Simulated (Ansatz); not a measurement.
Formation energies in the Pd–Sc system, lowest calculated structure of each composition. Method: PBEsol (plane waves to 420 eV, PAW, scalar-relativistic; Ansatz, a program for electronic structure). Element references, the lowest calculated here: Pd (Fm-3m), Sc (P6₃/mmc).

```tsv
phase	x(Sc)	space group	E_f (eV/atom)
Pd	0.000	Fm-3m	0.00
ScPd3	0.250	Pm-3m	-0.86
ScPd	0.500	Pm-3m	-0.90
Sc	1.000	P6₃/mmc	0.00
```

**Question.** Construct the convex hull: which compounds lie on it, and how far above it are the others?

**Answer.** On the hull: ScPd, ScPd3. 

**Question.** Work out the energy of ScPd against the hull of the other phases.

**Answer.** At x(Sc) = 0.500 the tie line joins ScPd3 and Sc; the lever rule gives atom fractions 0.67 and 0.33. The mixture has E_f = 0.67 × (-0.86) + 0.33 × (0.00) = -0.58 eV/atom, and ScPd has -0.90. So ScPd → 0.33 ScPd3 + 0.67 Sc costs 0.32 eV/atom: ScPd is stable against it.

This is the hull of the energies calculated here, no anion corrections; phases that were not calculated are missing from it. Values are rounded to 0.01 eV/atom. The compounds carry no spin polarisation.
